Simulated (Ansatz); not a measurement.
# Two inputs for CrH₁₀S₂N₄O₈

Cell: an entry of the Crystallography Open Database (COD), its atoms then relaxed with r2SCAN in this cell.

```
CELL_PARAMETERS angstrom
5.45680 0.00000 0.00000
-0.75468 5.65910 0.00000
-1.69540 -0.46019 7.05064
ATOMIC_POSITIONS crystal
Cr 0.00000 0.00000 0.00000
H 0.88291 0.70949 0.25550
H 0.11709 0.29051 0.74450
H 0.08887 0.93186 0.36532
H 0.91113 0.06814 0.63468
H 0.41602 0.77765 0.28763
H 0.58398 0.22235 0.71237
H 0.26396 0.59656 0.41649
H 0.73604 0.40344 0.58351
H 0.21602 0.53933 0.17834
H 0.78398 0.46067 0.82166
S 0.61639 0.23562 0.21282
S 0.38361 0.76438 0.78718
N 0.04602 0.81729 0.24779
N 0.95398 0.18271 0.75221
N 0.24731 0.66849 0.28552
N 0.75269 0.33151 0.71448
O 0.80133 0.24966 0.08842
O 0.19867 0.75034 0.91158
O 0.35066 0.22683 0.09402
O 0.64934 0.77317 0.90598
O 0.67818 0.45592 0.33738
O 0.32182 0.54408 0.66262
O 0.64196 0.02871 0.32812
O 0.35804 0.97129 0.67188
```

Atom numbers follow the list; atoms alike are taken as one site, whose name carries the number of the first.

Reference run. Level of theory: DFT, r2SCAN, plane waves and PAW, scalar-relativistic, 500 eV cutoff, Γ-centred 4×4×3 k-points, Fermi–Dirac smearing 0.02 eV (Ansatz 0.2.0).

(1) The input is changed as follows: `magnetization`: not typed → {spin_polarized: true}. What happens to V_zz (10²¹ V/m²) and η?

## Answers

(1) 

| site | atom | V_zz reference | η reference | V_zz changed | η changed |
| --- | --- | --- | --- | --- | --- |
| Cr | 1 | -16.53 | 0.65 | 9.79 | 0.70 |
| H2 | 2 | 2.91 | 0.14 | 2.89 | 0.14 |
| H4 | 4 | 3.32 | 0.11 | 3.31 | 0.11 |
| H8 | 8 | 2.48 | 0.07 | 2.45 | 0.07 |
| H10 | 10 | 3.05 | 0.07 | 3.03 | 0.07 |
| S | 12 | -1.13 | 0.36 | -0.82 | 0.97 |
| N14 | 14 | 10.40 | 0.85 | 10.41 | 0.82 |
| N16 | 16 | 6.11 | 0.19 | 6.76 | 0.17 |
| O18 | 18 | 14.30 | 0.07 | 14.24 | 0.12 |
| O20 | 20 | 14.54 | 0.01 | 14.50 | 0.04 |
| O22 | 22 | 13.42 | 0.10 | 13.18 | 0.12 |
| O24 | 24 | 13.18 | 0.13 | 13.19 | 0.13 |

The largest change of V_zz is on Cr, from -16.53 to 9.79. In per cent, |V_zz| changes by -1 to 0 on H, -27 on S, 0 to +11 on N, -2 to 0 on O (all sites that start above 0.5, bar those whose gradient vanishes or changes sign or whose main axis turns by over 40°). Where |V_zz| stays above 0.1, η moves most on S, from 0.36 to 0.97. V_zz changes sign on Cr (axis turned by 23°). The table leaves out 1 of the 13 sites, with |V_zz| up to 2.46; their tensors move by 0.02 at most along any direction. The statements above cover all sites. At these positions, which the reference run relaxed to, the changed run has forces up to 1.4 eV/Å, so its atoms aren't at their own equilibrium. The absolute magnetisation of the cell goes from 0.0 to 4.1 μB. New warnings: stability check not made.

On the reference run: The run isn't spin-polarised; if Cr carries unpaired electrons in the real compound, its values differ. The lattice is static: at room temperature NH₃ may turn and average the couplings of its hydrogen. With a gap of 0.3 eV on this mesh, the gradients can still move by some per cent as the k-mesh gets denser.
